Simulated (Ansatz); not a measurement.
TaTe:
```cif
data_TaTe
_chemical_formula_sum 'Ta1 Te1'
_space_group_name_H-M_alt 'P 1'
_space_group_IT_number 1
_cell_length_a 3.41888
_cell_length_b 3.41888
_cell_length_c 3.41888
_cell_angle_alpha 90.000
_cell_angle_beta 90.000
_cell_angle_gamma 90.000
loop_
_space_group_symop_operation_xyz
  'x, y, z'
loop_
_atom_site_label
_atom_site_type_symbol
_atom_site_fract_x
_atom_site_fract_y
_atom_site_fract_z
_atom_site_occupancy
Ta1 Ta 0.00000 0.00000 0.00000 1
Te1 Te 0.50000 0.50000 0.50000 1
```

Relaxed with PBE.

Problem. Which orbitals make up the states near the Fermi level in the program Ansatz at the PBE level (PAW)?

Solution. Within 0.5 eV of the Fermi level: Ta 5d 80 %, Te 5p 5 %, outside the projected shells 9 %. Projections are on Löwdin-orthogonalised atomic valence shells; empty p or d shells of many metals are not among them.

Problem. Tabulate the density of states.

Solution. States/eV per cell of 2 atoms, in 0.25 eV bins, energy from the Fermi level.

```
E (eV)  total  Ta 5d  Te 5p  Ta 6s
------  -----  -----  -----  -----
-7.85    0.33   0.05   0.20   0.07
-7.60    0.41   0.06   0.25   0.08
-7.35    0.51   0.07   0.32   0.09
-7.10    0.62   0.09   0.40   0.10
-6.85    0.81   0.12   0.53   0.12
-6.60    1.73   0.40   1.11   0.15
-6.35    1.72   0.41   1.13   0.12
-6.10    1.11   0.27   0.73   0.06
-5.85    1.15   0.25   0.81   0.03
-5.60    1.05   0.24   0.73   0.03
-5.35    0.97   0.25   0.66   0.02
-5.10    0.89   0.24   0.59   0.02
-4.85    0.88   0.25   0.57   0.02
-4.60    0.86   0.25   0.54   0.02
-4.35    0.87   0.27   0.53   0.03
-4.10    0.83   0.26   0.49   0.03
-3.85    0.84   0.28   0.48   0.03
-3.60    0.88   0.31   0.49   0.03
-3.35    0.90   0.32   0.48   0.04
-3.10    1.06   0.42   0.52   0.06
-2.85    1.80   0.73   0.92   0.09
-2.60    1.65   0.70   0.80   0.09
-2.35    1.24   0.59   0.54   0.07
-2.10    0.99   0.63   0.27   0.05
-1.85    2.30   1.78   0.35   0.08
-1.60    2.26   1.75   0.33   0.08
-1.35    1.34   1.03   0.16   0.08
-1.10    0.87   0.63   0.09   0.09
-0.85    0.51   0.32   0.06   0.08
-0.60    0.56   0.39   0.06   0.06
-0.35    1.27   1.02   0.08   0.07
-0.10    2.57   2.19   0.10   0.07
0.15     2.15   1.73   0.12   0.05
0.40     1.95   1.47   0.12   0.04
0.65     1.21   0.88   0.08   0.03
0.90     1.16   0.86   0.08   0.03
1.15     1.62   1.28   0.09   0.05
1.40     1.88   1.40   0.10   0.10
1.65     1.49   1.06   0.12   0.09
1.90     1.04   0.72   0.14   0.05
2.15     1.18   0.83   0.21   0.04
2.40     1.70   1.22   0.33   0.05
2.65     1.99   1.47   0.36   0.07
2.90     1.91   1.37   0.35   0.11
3.15     2.03   1.34   0.39   0.19
3.40     2.27   1.12   0.49   0.50
3.65     1.93   0.81   0.48   0.46
3.90     1.53   0.60   0.40   0.36
4.15     1.41   0.52   0.39   0.31
4.40     1.49   0.49   0.44   0.35
4.65     1.88   0.66   0.61   0.33
```

Space group Pm-3m (CsCl type). The start of the workflow was typed in or built on a structure type; neither database checked (COD, Materials Project) lists it. Whether it is the stable phase at ambient conditions was not checked. Symmetry was held in the PBE relaxation; whether a distortion lowers the energy is not shown. The run is not spin-polarised. Its formation energy is positive at this level, so the cell may be metastable or incomplete. With an odd number of electrons in the cell and no spin polarisation, the count alone makes it a metal. Scalar-relativistic: spin–orbit coupling is off unless named, which matters more the heavier the elements.

Potentials: the later of the program's two PAW sets.
